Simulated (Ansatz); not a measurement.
## Sn: energy along a strain

Sn, I4/mmm, a = 3.182 Å, c = 5.831 Å (as given, not relaxed at this level: -2.8 GPa). This isn't the element's structure at ambient conditions. Ansatz: r2SCAN, PAW, 500 eV, Γ-centred 20×20×20 mesh on 1 atom, Methfessel-Paxton smearing 0.10 eV; no spin polarisation. Cell vectors (Å): -1.591 1.591 2.916; 1.591 -1.591 2.916; 1.591 1.591 -2.916. The cell is strained by x per cent times the pattern (0 0 1 0 0 0) in the order xx yy zz yz xz xy (engineering shears), with fractional coordinates held. y is the free energy over the start, V0 = 29.512 Å³/atom.

```
x (%) y (meV/atom)
-4.00        -20.83
-3.00        -16.78
-2.00        -12.03
-1.00         -6.37
 0.00          0.00
 1.00          6.95
 2.00         14.47
 3.00             ?
 3.50         26.84
 4.00         31.17
```

Fit y = c1 x + c2 x² + c3 x³ to the other rows, get the stiffness along the pattern, and predict the missing energy.

Least squares on the rows shown. y = 6.6628 x + 0.32258 x² − 0.010219 x³. The clamped-ion stiffness p·C·p = 2 × 3.226 eV × 160.2 / 29.512 Å³ = 35 GPa, which is C33 in these axes (second derivative at the start, which stands under stress). At x = 3.00 the fit asked for gives 22.62 meV/atom. The run gave 22.60 meV/atom, so the fit is 0.02 meV/atom too high, within the rms miss on the fitted rows (0.04 meV/atom).

Cost: 10 runs of about 3.9 core-minutes in all, on Intel Xeon Processor @ 2.70GHz (shared hosts).